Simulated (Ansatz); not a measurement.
## B, fcc: geometry optimisation

All numbers below come from DFT, LDA (PW92), plane waves (420 eV) with PAW, scalar-relativistic (Ansatz). (PAW data from PBE, frozen cores regenerated.)

k-point mesh 18×18×18, Fermi-Dirac smearing 0.1 eV, no spin polarisation. Cell and atoms relax.

Starting structure:

```yaml
crystal:
  lattice:
    - [0.0, 1.4853449006, 1.4853449006]
    - [1.4853449006, 0.0, 1.4853449006]
    - [1.4853449006, 1.4853449006, 0.0]
  atoms:
    - { symbol: B, position: [0.0, 0.0, 0.0] }
hamiltonian:
  xc: lda
  pseudopotentials:
    kind: paw
    azcp:
      B: "pseudopotentials/B.paw.azcp"
basis:
  ecutwfc: 420
  fft_grid_basis: typed
kpoints:
  mp_grid: { grid: [18, 18, 18], shift: [0, 0, 0] }
magnetization:
  spin_polarized: false
scf:
  occupations: { method: fermi_dirac, width: 0.1 }
relax:
  max_steps: 60
  f_tol: 0.01
  cell: {}
```

Question: The pressure at the start is -31.2 GPa. By how much does the volume change?

Answer: From 6.55 to 5.70 Å³ per atom, -13.1 %. The final cell has a = 2.835 Å.

Question: How much energy does the relaxation gain?

Answer: 93.5 meV per atom.

Path of the relaxation (the plane waves are chosen anew near the end, which can shift the energy a little):

```csv
step,E − E(final) (meV/atom),V (Å³/atom),P (GPa),max force (eV/Å)
0,93.53,6.554,-31.17,0.000
1,19.88,6.074,-16.32,0.000
2,0.11,5.622,4.27,0.000
3,-0.75,5.710,-0.36,0.000
4,-0.78,5.703,-0.01,0.000
5,0.00,5.703,-0.32,0.000
6,-0.02,5.697,0.00,0.000
7,0.00,5.697,0.00,0.000
```
